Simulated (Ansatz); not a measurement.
Starting cell, CaAu$_{2}$Ge$_{2}$ (space group I4/mmm):

```
CELL_PARAMETERS angstrom
     -2.19114     2.19114     5.07115
      2.19114    -2.19114     5.07115
      2.19114     2.19114    -5.07115
ATOMIC_POSITIONS crystal
  Ca 0.00000 0.00000 0.00000
  Ge 0.38147 0.38147 0.00000
  Ge 0.61853 0.61853 0.00000
  Au 0.75000 0.25000 0.50000
  Au 0.25000 0.75000 0.50000
```

The atoms are displaced by Q × the pattern below (from a DFPT mode at Γ, largest move 1; Q in Å), at fixed cell. It is one choice among 2 degenerate patterns.

| atom | x | y | z |
|---|---|---|---|
| Ge2 | 0.000 | -1.000 | 0.000 |
| Ge3 | 0.000 | 1.000 | 0.000 |
| Au4 | 0.000 | 0.386 | 0.000 |
| Au5 | 0.000 | -0.386 | 0.000 |

Atoms not listed stay in place.

Calculation: LDA (plane waves to 420 eV, PAW, scalar-relativistic; Ansatz, a program for electronic structure). k mesh 15×15×15 (Γ-centred), Fermi-Dirac smearing 0.05 eV. E stands for the smeared free energy. With partly filled bands, energies and forces of such displacements shift with the k mesh and the smearing. CaAu2Ge2 was relaxed with its symmetry unable to fall. Spin-orbit coupling is left out, though Au is heavy. ΔE is measured from the undisplaced structure. The last digit holds for this mesh only.

```
Q (Å)    ΔE (meV/cell)
-------  -------------
-0.1000          130.1
-0.0833       withheld
-0.0667           57.3
-0.0500           32.1
-0.0333           14.2
-0.0167            3.6
0.0000             0.0
0.0167             3.6
0.0333            14.2
0.0500            32.1
0.0667            57.3
0.0833        withheld
0.1000           130.1
```

Task: Fit an even polynomial form (powers 2, 4) to the given rows and predict ΔE at Q = -0.0833.

Result: Least squares on the 11 given rows: ΔE = (12780)·Q² + (23060)·Q⁴, in meV/cell with Q in Å; root-mean-square residual 0.02 meV/cell. At -0.0833 the fit gives 89.8 meV/cell; the calculation gives 89.8 meV/cell, the same to the digits shown. The quadratic term alone would give 88.7 meV/cell.

(For displaced atoms, the force is minus the slope of the energy, and its curvature is a force constant, which sets phonon frequencies.)
